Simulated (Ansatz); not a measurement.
Ga2O3:
```
Ga2O3
1.0
    6.13923     1.52118     0.00000
   -6.13923     1.52118     0.00000
   -1.38643     0.00000     5.64013
Ga O
4 6
Direct
  0.90995   0.09005   0.70569
  0.09005   0.90995   0.29431
  0.65863   0.34137   0.81459
  0.34137   0.65863   0.18541
  0.82629   0.17371   0.93543
  0.17371   0.82629   0.06457
  0.83718   0.16282   0.39082
  0.16282   0.83718   0.60918
  0.49620   0.50380   0.75707
  0.50380   0.49620   0.24293
```

Relaxed with HSE06. Special points in fractions of this cell's reciprocal vectors: Γ (0.000, 0.000, 0.000); C (0.266, 0.266, 0.000); C2 (-0.266, 0.734, 0.000); Y2 (-0.500, 0.500, 0.000); M2 (-0.500, 0.500, 0.500); D (-0.258, 0.742, 0.500); D2 (0.258, 0.258, 0.500); A (0.000, 0.000, 0.500); L2 (0.000, 0.500, 0.500); V2 (0.000, 0.500, 0.000).

### Question
List the band energies nearest the valence-band maximum at these points for HSE06 (plane waves, PAW; program Ansatz).

### Answer
In eV from the valence-band maximum; about four levels below and three above (degenerate sets whole), none deeper than 8.9 eV; points with the same levels are listed once.

| k | below | above |
|---|---|---|
| Γ | -0.61 -0.47 -0.25 -0.01 | 4.17 7.70 8.64 |
| C | -0.82 -0.72 -0.49 -0.21 | 7.69 8.49 8.92 |
| Y2 | -0.62 -0.59 -0.43 -0.19 | 6.38 6.64 7.72 |
| M2 | -0.60 -0.57 -0.54 -0.01 | 7.10 7.23 8.19 |
| D | -1.19 -0.94 -0.93 -0.68 | 8.93 9.05 9.73 |
| A | -0.66 -0.56 -0.40 -0.32 | 6.61 6.77 8.78 |
| L2 | -1.17 -1.12 -0.78 -0.71 | 8.90 8.98 9.96 |
| V2 | -0.71 -0.70 -0.44 -0.21 | 7.54 8.55 9.35 |

Space group C2/m. The HSE06 relaxation kept the symmetry of its start. The hybrid was solved on a coarse mesh, the path and, where they were found, the r²SCAN edge points; its band edges are the extreme levels among these. Spin–orbit coupling is left out wherever it is not named.

Potentials: the later of the program's two PAW sets.
